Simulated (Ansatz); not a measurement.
BeS (wurtzite, P6_3mc), r²SCAN (plane waves, PAW; program Ansatz). The conduction-band minimum lies at K, with 2 equivalent valleys. Second derivatives d²E/dk² of the lowest band at one valley (eV·Å²), along Cartesian directions:

```
direction  d²E/dk²
---------  -------
[100]        14.93
[010]        14.93
[001]        25.46
[110]        14.93
[101]        20.20
[011]        20.20
```

Problem. Find the principal effective masses, the density-of-states mass and the conductivity mass.

Solution. Off-diagonal terms follow from H_xy = H[110] − (H_xx + H_yy)/2, and m*/mₑ = 7.620 eV·Å² over each eigenvalue: 0.30, 0.51, 0.51. One valley's DOS mass (m₁m₂m₃)^(1/3) = 0.43, conductivity mass 3/(Σ 1/mᵢ) = 0.41 mₑ.

Problem. What effective density of states Nc follows at 300 K for parabolic valleys?

Solution. Nc = 2.509e19 × 2 × (0.43)^(3/2) ≈ 1.4e19 cm⁻³.

The start of the workflow was typed in or built on a structure type; neither database checked (COD, Materials Project) lists it. COD files the formula under space group No. 216, so this cell is another polymorph or a model. Its standing as an ambient phase is unchecked. The r²SCAN relaxation kept the symmetry of its start; whether a distortion lowers the energy is not shown.

Potentials: the earlier of the program's two PAW sets.

Edges and masses are those of Kohn–Sham bands, whose gap is no quasiparticle gap.
